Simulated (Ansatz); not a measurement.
ZrB2:
```cif
data_B2Zr
_chemical_formula_sum 'Zr1 B2'
_space_group_name_H-M_alt 'P6/mmm'
_space_group_IT_number 191
_space_group_name_Hall '-P 6 2'
_cell_length_a 3.13274
_cell_length_b 3.13274
_cell_length_c 3.48868
_cell_angle_alpha 90.000
_cell_angle_beta 90.000
_cell_angle_gamma 120.000
loop_
_atom_site_label
_atom_site_type_symbol
_atom_site_symmetry_multiplicity
_atom_site_Wyckoff_symbol
_atom_site_fract_x
_atom_site_fract_y
_atom_site_fract_z
_atom_site_occupancy
Zr1 Zr 1 a 0.00000 0.00000 0.00000 1
B1 B 2 d 0.33333 0.66667 0.50000 1
```

Relaxed with LDA.

Which orbitals make up the states near the Fermi level in DFT-LDA in the program Ansatz with PAW potentials?

Within 0.5 eV of the Fermi level: Zr 4d 72 %, B 2p 25 %. Projections are on Löwdin-orthogonalised atomic valence shells; empty p or d shells of many metals are not among them.

Tabulate the density of states.

States/eV per cell of 3 atoms, in 0.25 eV bins, energy from the Fermi level.

| E (eV) | total | Zr 4d | B 2p | B 2s |
|---|---|---|---|---|
| -7.85 | 0.68 | 0.13 | 0.33 | 0.19 |
| -7.60 | 0.67 | 0.12 | 0.33 | 0.18 |
| -7.35 | 0.65 | 0.12 | 0.33 | 0.17 |
| -7.10 | 0.63 | 0.11 | 0.33 | 0.15 |
| -6.85 | 0.59 | 0.11 | 0.32 | 0.13 |
| -6.60 | 0.56 | 0.11 | 0.31 | 0.11 |
| -6.35 | 0.57 | 0.11 | 0.33 | 0.09 |
| -6.10 | 0.61 | 0.12 | 0.36 | 0.08 |
| -5.85 | 0.67 | 0.13 | 0.41 | 0.08 |
| -5.60 | 0.84 | 0.16 | 0.53 | 0.07 |
| -5.35 | 0.87 | 0.17 | 0.57 | 0.06 |
| -5.10 | 0.91 | 0.17 | 0.64 | 0.05 |
| -4.85 | 1.45 | 0.28 | 1.03 | 0.06 |
| -4.60 | 1.33 | 0.30 | 0.91 | 0.05 |
| -4.35 | 1.01 | 0.25 | 0.67 | 0.05 |
| -4.10 | 1.27 | 0.35 | 0.81 | 0.05 |
| -3.85 | 1.57 | 0.49 | 0.97 | 0.04 |
| -3.60 | 1.98 | 0.64 | 1.21 | 0.03 |
| -3.35 | 2.64 | 0.79 | 1.67 | 0.04 |
| -3.10 | 1.77 | 0.56 | 1.11 | 0.03 |
| -2.85 | 1.30 | 0.47 | 0.78 | 0.01 |
| -2.60 | 1.69 | 0.74 | 0.88 | 0.02 |
| -2.35 | 1.70 | 0.78 | 0.84 | 0.01 |
| -2.10 | 1.44 | 0.74 | 0.63 | 0.01 |
| -1.85 | 0.96 | 0.62 | 0.31 | 0.00 |
| -1.60 | 0.79 | 0.53 | 0.23 | 0.00 |
| -1.35 | 0.65 | 0.45 | 0.18 | 0.00 |
| -1.10 | 0.51 | 0.36 | 0.13 | 0.00 |
| -0.85 | 0.38 | 0.28 | 0.09 | 0.00 |
| -0.60 | 0.23 | 0.17 | 0.05 | 0.00 |
| -0.35 | 0.15 | 0.11 | 0.03 | 0.00 |
| -0.10 | 0.19 | 0.14 | 0.05 | 0.00 |
| 0.15 | 0.34 | 0.24 | 0.09 | 0.00 |
| 0.40 | 0.43 | 0.30 | 0.12 | 0.00 |
| 0.65 | 0.57 | 0.40 | 0.15 | 0.00 |
| 0.90 | 0.67 | 0.47 | 0.17 | 0.00 |
| 1.15 | 0.80 | 0.55 | 0.22 | 0.01 |
| 1.40 | 0.99 | 0.66 | 0.28 | 0.02 |
| 1.65 | 1.30 | 0.79 | 0.39 | 0.07 |
| 1.90 | 1.20 | 0.78 | 0.32 | 0.05 |
| 2.15 | 1.13 | 0.77 | 0.27 | 0.04 |
| 2.40 | 1.10 | 0.78 | 0.24 | 0.04 |
| 2.65 | 1.24 | 0.91 | 0.24 | 0.04 |
| 2.90 | 1.29 | 0.94 | 0.25 | 0.04 |
| 3.15 | 1.27 | 0.93 | 0.25 | 0.05 |
| 3.40 | 1.28 | 0.92 | 0.25 | 0.05 |
| 3.65 | 1.50 | 1.06 | 0.31 | 0.06 |
| 3.90 | 1.65 | 1.16 | 0.35 | 0.08 |
| 4.15 | 1.71 | 1.18 | 0.36 | 0.10 |
| 4.40 | 1.82 | 1.24 | 0.35 | 0.14 |
| 4.65 | 1.84 | 1.27 | 0.33 | 0.16 |

The LDA relaxation kept the symmetry of its start; of distortions, only those at the zone centre were tested. The run is not spin-polarised. Scalar-relativistic: spin–orbit coupling is off unless named, which matters more the heavier the elements.

Potentials: the later of the program's two PAW sets.
